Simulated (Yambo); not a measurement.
G0W0@LDA for KNH2 (space group P2_1/m, No. 11) in Yambo. Reference settings: 4×4×2 Γ-centred k mesh, 148 bands and a 7 Ry block in the screening, 148 bands in G with the Bruneval-Gonze terminator, plasmon pole fitted at 27.2 eV. The LDA gap Γ → Γ on this mesh is 1.94 eV; G0W0 gaps are taken between the same points.

```
change from the reference                    G0W0 gap Γ → Γ (eV)  shift of the valence edge (eV)
-------------------------------------------  -------------------  ------------------------------
reference settings                                          4.22                           -1.19
115 bands in W, 115 bands in G, 2 Ry block                  3.95                           -0.98
35 bands in W, 35 bands in G, 4 Ry block                    4.34                           -0.75
35 bands in W, 35 bands in G, no terminator                 4.23                           -0.35
wavefunctions cut at 50 Ry                                  4.22                           -1.18
4×4×4 mesh                                                  4.24                           -1.21
82 bands in W, 82 bands in G, 3 Ry block                    4.00                           -0.97
82 bands in W, 82 bands in G, 4 Ry block                     [?]                           -1.00
```

### Question
Estimate the withheld gaps from the other rows; the computed values follow.

### Answer

- 82 bands in W, 82 bands in G, 4 Ry block, G0W0 gap Γ → Γ (eV): 4.09

The reference isn't shown to be the converged limit.

Geometry of the Materials Project entry, not relaxed at this level; primitive cell a = 4.548 Å, b = 3.739 Å, c = 6.186 Å, α = 90.00°, β = 95.31°, γ = 90.00°.

A shift is the quasiparticle energy of the state minus its LDA energy.
